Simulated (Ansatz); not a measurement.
The slice is one period of a {100} plane through atoms; its size isn't given.

Level of theory: PBEsol (plane waves to 420 eV, PAW, scalar-relativistic; Ansatz, a quantum-chemistry and plane-wave program). These are valence fields of a PAW run, semicore shells included where kept as valence: close to a nucleus they are smooth pseudo fields.

```
|99987643221100000000011223467899|
|99876543221100000000011223456789|
|88776543211000000000001123456778|
|77665432211000000000001122345667|
|66554332211000000000001122334556|
|44443322110000000000000112233444|
|33332221100000000000000011222333|
|22222211100000000000000011122222|
|22211110000000000000000000111122|
|11111100000000000000000000011111|
|11100000000000000000000000000011|
|00000000000000000000000000000000|
|00000000000000000000000000000000|
|00000000000000000000000000000000|
|00000000000000000000000000000000|
|00000000000000000000000000000000|
|00000000000000000000000000000000|
|00000000000000000000000000000000|
|00000000000000000000000000000000|
|00000000000000000000000000000000|
|11100000000000000000000000000011|
|11111100000000000000000000011111|
|22211110000000000000000000111122|
|22222211100000000000000011122222|
|33332221100000000000000011222333|
|44443322110000000000000112233444|
|66554332211000000000001122334556|
|77665432211000000000001122345667|
|88776543211000000000001123456778|
|99876543221100000000011223456789|
|99987643221100000000011223467899|
|99987643221100000000011223467899|
```
Scale: ten equal steps from -0.72 (start of '0') to 1.66 (end of '9'), in the order '0123456789'. Values: log₁₀ of the valence density in e/Å³. The map has 32 points along u (one character each, u = 0 at the left) and 32 along v (v = 0 in the bottom row). The scale is logarithmic, as a density can span decades between atoms and voids.

```
|xxxxxx024555668999866555420xxxxx|
|xxxxxx124555678999876555421xxxxx|
|xxxxx01345556789998765554310xxxx|
|xxxx0124556667899987666554210xxx|
|xxx012355666789999987666553210xx|
|00112345666678999998766665432110|
|22234556666789999999876666554322|
|44445566667899999999987666655444|
|55555666677899999999987766665555|
|55556666778999999999998776666555|
|55556667889999999999999887666555|
|66666778999999988899999998776666|
|66777889999998888888999999887776|
|88888999999998888888999999998888|
|89999999999988888888899999999999|
|99999999999988888888899999999999|
|89999999999988888888899999999999|
|88888999999998888888999999998888|
|66777889999998888888999999887776|
|66666778999999988899999998776666|
|55556667889999999999999887666555|
|55556666778999999999998776666555|
|55555666677899999999987766665555|
|44445566667899999999987666655444|
|22234556666789999999876666554322|
|00112345666678999998766665432110|
|xxx012355666789999987666553210xx|
|xxxx0124556667899987666554210xxx|
|xxxxx01345556789998765554310xxxx|
|xxxxxx124555678999876555421xxxxx|
|xxxxxx024555668999866555420xxxxx|
|xxxxxx024555668898866555420xxxxx|
```
Scale: ten equal steps from 0.03 (start of '0') to 0.31 (end of '9'), in the order '0123456789'. Values: electron localisation function (ELF). The map has 32 points along u (one character each, u = 0 at the left) and 32 along v (v = 0 in the bottom row). Points within 0.5 Å of a nucleus are blanked (x), as the pseudised field means little there.

Q: Which relaxed crystal do these maps come from?
A. TlHg (CsCl type)
B. FeCo (CsCl type)
C. ZnCu (CsCl type)

A: C, ZnCu (CsCl type). Atoms on the slice: Zn at (0.00, 0.00)

All were relaxed with their symmetry unable to fall. Relaxed FeCo ends ferromagnetic. Spin-orbit coupling is left out. ZnCu is run without spin polarisation. Other magnetic orders were not checked, so this need not be the ground state. (This holds for the magnetic or f-shell members.)
